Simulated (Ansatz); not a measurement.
TaS₂ (fluorite, Fm-3m) at seven volumes, DFT-PBE in the program Ansatz with PAW potentials, scaled uniformly. One row is withheld.

```tsv
V (Å³/atom)	P (GPa)
16.661	14.93
17.210	9.13
17.760	?
18.309	0.00
18.858	-3.61
19.407	-6.73
19.957	-9.41
```

Question: Fit the shown pressures and predict the withheld one.

Answer: P = (3/2)B₀(x^(7/2) − x^(5/2))[1 + (3/4)(B′ − 4)(x − 1)] with x = (V₀/V)^(2/3). Least squares on the six rows gives V₀ = 18.308 Å³/atom, B₀ = 130 GPa, B′ = 4.12. At V = 17.760, x = 1.0205 and P = 4.21 GPa. The run itself gave 4.20 GPa.

A made-up cell: these elements were put on the sites of a structure type; neither database checked (COD, Materials Project) lists it. It is not the phase usual at ambient conditions (space group No. 164). The PBE relaxation kept the symmetry of its start; its stability against distortions is not shown here. No spin polarisation was allowed. Scalar-relativistic: spin–orbit coupling is off unless named, which matters more the heavier the elements.

Potentials: the later of the program's two PAW sets.
